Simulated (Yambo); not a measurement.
Yambo run on AgI (wurtzite, space group P6_3mc, No. 186) under isotropic strain of -3 % on all lattice vectors. The wavefunctions come from this Quantum ESPRESSO step (PBEsol, PseudoDojo standard norm-conserving files, scalar-relativistic):

```
&CONTROL
  calculation = 'nscf'
  pseudo_dir = './pseudo'
  outdir = './out'
/
&SYSTEM
  ibrav = 0
  nat = 4
  ntyp = 2
  ecutwfc = 82.0
  ecutrho = 328.0
  occupations = 'fixed'
  force_symmorphic = .true.
  nbnd = 206
/
&ELECTRONS
  conv_thr = 4e-09
  diago_full_acc = .true.
  diago_thr_init = 1e-08
/
ATOMIC_SPECIES
Ag 107.8682 Ag.upf
I 126.9045 I.upf
CELL_PARAMETERS angstrom
  4.419930692887   0.000000000000   0.000000000000
 -2.209965346444   3.827772263007   0.000000000000
  0.000000000000   0.000000000000   7.221014412816
ATOMIC_POSITIONS crystal
Ag   0.333333506538   0.666667013077   0.002452778565
Ag   0.666666839872   0.333333679744   0.502452778565
I   0.333333506538   0.666667013077   0.377447254427
I   0.666666839872   0.333333679744   0.877447254427
K_POINTS automatic
3 3 2 0 0 0
```

Yambo input:

```
rim_cut
gw0
dyson
el_el_corr
HF_and_locXC
ppa
em1d
RandQpts= 1000000
RandGvec= 1 Ry
EXXRLvcs= 82 Ry
VXCRLvcs= 328 Ry
Chimod= "HARTREE"
% BndsRnXp
 9 | 205 |
%
NGsBlkXp= 7 Ry
% LongDrXp
 1.0 | 1.0 | 1.0 |
%
PPAPntXp= 27.2114 eV
% GbndRnge
 1 | 205 |
%
GTermKind= "BG"
DysSolver= "n"
ExtendOut
% QPkrange
 1 | 1 | 26 | 27 |
 2 | 2 | 26 | 27 |
 6 | 6 | 26 | 27 |
%
```

k points by index: 1 = Γ, 2 = A, 6 = H.

Table of the .qp output:

```
#    K-point    Band    Eo [eV]    E [eV]    E-Eo [eV]    Vxc [eV]    Vnlxc [eV]    Sc|Eo [eV]    Sc|E [eV]    dSc/dw|Eo [eV]    Re(Z)    Im(Z)
#
    1    26    0.000000    -0.715080    -0.715080    -17.48507    -20.92142    2.541807    2.721264    -6.827966    0.799407    -0.001331
    1    27    1.234037    1.597229    0.363192    -9.665795    -5.448461    -3.776835    -3.854142    -5.790266    0.824544    -0.001239
    2    26    -0.472129    -1.226679    -0.754550    -16.93958    -20.49574    2.610635    2.801611    -6.886143    0.798043    -0.001352
    2    27    2.560814    2.954611    0.393797    -10.09546    -5.724805    -3.890594    -3.976863    -5.959420    0.820339    -0.001266
    6    26    -1.410824    -2.224843    -0.814019    -16.14106    -19.90320    2.737771    2.948119    -7.030553    0.794678    -0.001394
    6    27    3.840356    4.267620    0.427264    -11.06009    -6.696963    -3.840463    -3.935864    -6.074086    0.817513    -0.001331
```
(The two width columns are left out.) Convergence of these settings isn't established.

Spin-orbit coupling is not included.

Geometry strained from the cell relaxed with PBEsol, atoms relaxed again.
